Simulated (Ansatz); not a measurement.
Geometry optimisation in Ansatz: input, command and trajectory.

```yaml
crystal:
  lattice:
    - [4.7052255474, 0.0, 0.0]
    - [-2.3526127737, 4.0748448546, 0.0]
    - [0.0, 0.0, 5.0803930329]
  atoms:
    - { symbol: Cs, position: [0.3333333333, 0.6666666667, 0.5] }
    - { symbol: Cs, position: [0.6666666667, 0.3333333333, 0.5] }
    - { symbol: Ru, position: [0.0, 0.0, 0.0] }
basis:
  ecutwfc: 420
kpoints:
  mp_grid: { grid: [6, 6, 4] }
hamiltonian:
  xc: pbe
scf:
  occupations: { method: gaussian, width: 0.1 }
  lower_state_search: "off"
output:
  forces: true
  stress: true
  eigenvalues: true
relax:
  adjacent_minimum: "off"
  f_tol: 0.04
  max_steps: 70
  cell: { stress_tol: 0.4 }
```

```bash
ansatz run input.yaml --threads 1 --pin off --max-ram 2560MiB --backend cpu --events-out ev --progress --plain --runs-dir out
```

All numbers below come from DFT PBE, scalar-relativistic, plane waves, PAW (Ansatz).

Of 15 frames 10 are shown, positions in Å and forces in eV/Å; the SCF threshold varies from step to step. Steps run on the plane waves of an earlier cell, with a Pulay correction in the pressure. The basis is chosen afresh for the last frame, the zero of the energies, and at times for earlier ones too; energy and pressure step there, also at an unchanged geometry. Here that happened at step 12 (-67 meV/atom, 2.6 GPa); the frames before carry an error of that size.

```xyz
3
Lattice="4.7052 0.0000 0.0000 -2.3526 4.0748 0.0000 0.0000 0.0000 5.0804" Properties=species:S:1:pos:R:3:forces:R:3 pbc="T T T" step=1 free_energy_over_end_meV_per_atom=1725.78 pressure_GPa=20.13
Cs    0.0000    2.7166    2.5402    0.0000    0.0000    0.0000
Cs    2.3526    1.3583    2.5402    0.0000    0.0000    0.0000
Ru    0.0000    0.0000    0.0000    0.0000    0.0000    0.0000
3
Lattice="5.1691 0.0000 0.0000 -2.5846 4.4766 0.0000 0.0000 0.0000 4.9241" Properties=species:S:1:pos:R:3:forces:R:3 pbc="T T T" step=3 free_energy_over_end_meV_per_atom=813.31 pressure_GPa=7.16
Cs    0.0000    2.9844    2.4621    0.0000    0.0000    0.0000
Cs    2.5846    1.4922    2.4621    0.0000    0.0000    0.0000
Ru    0.0000    0.0000    0.0000    0.0000    0.0000    0.0000
3
Lattice="5.3938 0.0000 0.0000 -2.6969 4.6712 0.0000 0.0000 0.0000 4.7491" Properties=species:S:1:pos:R:3:forces:R:3 pbc="T T T" step=4 free_energy_over_end_meV_per_atom=560.17 pressure_GPa=3.74
Cs    0.0000    3.1141    2.3745    0.0000    0.0000    0.0000
Cs    2.6969    1.5571    2.3745    0.0000    0.0000    0.0000
Ru    0.0000    0.0000    0.0000    0.0000    0.0000    0.0000
3
Lattice="5.7200 0.0000 0.0000 -2.8600 4.9537 0.0000 0.0000 0.0000 4.2528" Properties=species:S:1:pos:R:3:forces:R:3 pbc="T T T" step=6 free_energy_over_end_meV_per_atom=301.63 pressure_GPa=0.02
Cs    0.0000    3.3025    2.1264    0.0000    0.0000    0.0000
Cs    2.8600    1.6512    2.1264    0.0000    0.0000    0.0000
Ru    0.0000    0.0000    0.0000    0.0000    0.0000    0.0000
3
Lattice="5.7944 0.0000 0.0000 -2.8972 5.0181 0.0000 0.0000 0.0000 4.0050" Properties=species:S:1:pos:R:3:forces:R:3 pbc="T T T" step=7 free_energy_over_end_meV_per_atom=232.13 pressure_GPa=-0.79
Cs    0.0000    3.3454    2.0025    0.0000    0.0000    0.0000
Cs    2.8972    1.6727    2.0025    0.0000    0.0000    0.0000
Ru    0.0000    0.0000    0.0000    0.0000    0.0000    0.0000
3
Lattice="5.8580 0.0000 0.0000 -2.9290 5.0732 0.0000 0.0000 0.0000 3.5117" Properties=species:S:1:pos:R:3:forces:R:3 pbc="T T T" step=9 free_energy_over_end_meV_per_atom=115.60 pressure_GPa=-0.93
Cs    0.0000    3.3821    1.7558    0.0000    0.0000    0.0000
Cs    2.9290    1.6911    1.7558    0.0000    0.0000    0.0000
Ru    0.0000    0.0000    0.0000    0.0000    0.0000    0.0000
3
Lattice="5.8577 0.0000 0.0000 -2.9289 5.0729 0.0000 0.0000 0.0000 3.3998" Properties=species:S:1:pos:R:3:forces:R:3 pbc="T T T" step=10 free_energy_over_end_meV_per_atom=101.56 pressure_GPa=-0.39
Cs    0.0000    3.3819    1.6999    0.0000    0.0000    0.0000
Cs    2.9289    1.6910    1.6999    0.0000    0.0000    0.0000
Ru    0.0000    0.0000    0.0000    0.0000    0.0000    0.0000
3
Lattice="5.8754 0.0000 0.0000 -2.9377 5.0882 0.0000 0.0000 0.0000 3.3137" Properties=species:S:1:pos:R:3:forces:R:3 pbc="T T T" step=12 free_energy_over_end_meV_per_atom=31.76 pressure_GPa=2.46
Cs    0.0000    3.3922    1.6568    0.0000    0.0000    0.0000
Cs    2.9377    1.6961    1.6568    0.0000    0.0000    0.0000
Ru    0.0000    0.0000    0.0000    0.0000    0.0000    0.0000
3
Lattice="6.1107 0.0000 0.0000 -3.0553 5.2920 0.0000 0.0000 0.0000 3.3338" Properties=species:S:1:pos:R:3:forces:R:3 pbc="T T T" step=13 free_energy_over_end_meV_per_atom=0.42 pressure_GPa=0.27
Cs    0.0000    3.5280    1.6669    0.0000    0.0000    0.0000
Cs    3.0553    1.7640    1.6669    0.0000    0.0000    0.0000
Ru    0.0000    0.0000    0.0000    0.0000    0.0000    0.0000
3
Lattice="6.2013 0.0000 0.0000 -3.1007 5.3705 0.0000 0.0000 0.0000 3.3278" Properties=species:S:1:pos:R:3:forces:R:3 pbc="T T T" step=15 free_energy_over_end_meV_per_atom=0.00 pressure_GPa=-0.27
Cs    0.0000    3.5803    1.6639    0.0000    0.0000    0.0000
Cs    3.1007    1.7902    1.6639    0.0000    0.0000    0.0000
Ru    0.0000    0.0000    0.0000    0.0000    0.0000    0.0000
```

The start puts this composition into another compound's structure type, which needn't suit it. At the end the space group is P6/mmm (tolerance 0.05 Å).

Time: 27 s on 1 thread of Intel(R) Xeon(R) 6975P-C (Granite Rapids), on a shared host, peak memory 0.44 GiB.

The k mesh is coarse.